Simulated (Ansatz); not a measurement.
SrO (rock salt, Fm-3m) under volume change, HSE06 (plane waves, PAW; program Ansatz), scaled uniformly.

```
V (Å³/atom)  E − E(relaxed) (meV/atom)  P (GPa)
-----------  -------------------------  -------
15.569                            47.5    10.78
16.082                               ?        ?
16.596                             4.7     3.02
17.109                             0.0     0.00
17.622                             4.2    -2.56
18.135                               ?        ?
18.649                            34.2    -6.59
```

Q: Complete the blanks.

A: 
- 18.135, E − E(relaxed) (meV/atom): 16.0
- 18.135, P (GPa): -4.74
- 16.082, E − E(relaxed) (meV/atom): 19.9
- 16.082, P (GPa): 6.58

Q: What does a third-order Birch–Murnaghan fit give for V₀, B₀ and B′?

A: V₀ = 17.11 Å³/atom, B₀ = 92.6 GPa, B′ = 4.5.

The cell was relaxed with HSE06 under the symmetry of its start.

Potentials: the earlier of the program's two PAW sets.
